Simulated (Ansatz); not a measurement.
Te:
Space group P3₁21 (No. 152); a = 4.5175 Å, b = 4.5175 Å, c = 5.9234 Å, α = 90.00°, β = 90.00°, γ = 120.00°

```tsv
atom	site	symmetry	x	y	z
Te	3a	.2.	0.7393	0.7393	0.0000
```

Relaxed with r²SCAN+D4. DFT-r²SCAN+D4 in the program Ansatz with PAW potentials gives a gap of 0.41 eV.

**Question.** What gap does HSE06 give on the same cell (Ansatz, PAW)?

**Answer.** 0.69 eV, 0.28 eV more. The hybrid was solved on a coarser mesh and at special points; its gap is the smallest among all of these.

| k | v1 r²SCAN+D4 | c1 r²SCAN+D4 | v1 HSE06 | c1 HSE06 |
|---|---|---|---|---|
| Γ | -0.78 | 1.17 | ___ | ___ |
| A | -1.16 | 0.66 | ___ | ___ |
| K | -2.58 | 3.00 | ___ | ___ |
| H | -0.03 | 0.41 | -0.03 | 0.69 |
| M | -0.91 | 1.15 | ___ | ___ |
| L | -0.17 | 1.02 | -0.18 | 1.34 |

**Question.** Top valence (v1) and lowest conduction level (c1) in eV from each method's valence maximum (which need not be a listed point): supply the withheld HSE06 values.

**Answer.** 
- K, v1 HSE06: -2.76
- K, c1 HSE06: 3.43
- Γ, v1 HSE06: -0.86
- Γ, c1 HSE06: 1.56
- M, v1 HSE06: -0.97
- M, c1 HSE06: 1.46
- A, v1 HSE06: -1.26
- A, c1 HSE06: 1.02

Cost on shared cores: the r²SCAN+D4 run (SCF on a 7×7×5 mesh, then bands and DOS) around 110 core-seconds (rough), the HSE06 run (SCF on 5×5×4, then a few points) about 3 core-minutes (a rough figure); the tasks are unlike.

Space group P3_121 (trigonal Se type). The cell was relaxed with r²SCAN+D4 under the symmetry of its start; phonons on a q-mesh show no instability. Scalar-relativistic: spin–orbit coupling is off unless named, which matters more the heavier the elements.

Potentials: the later of the program's two PAW sets.
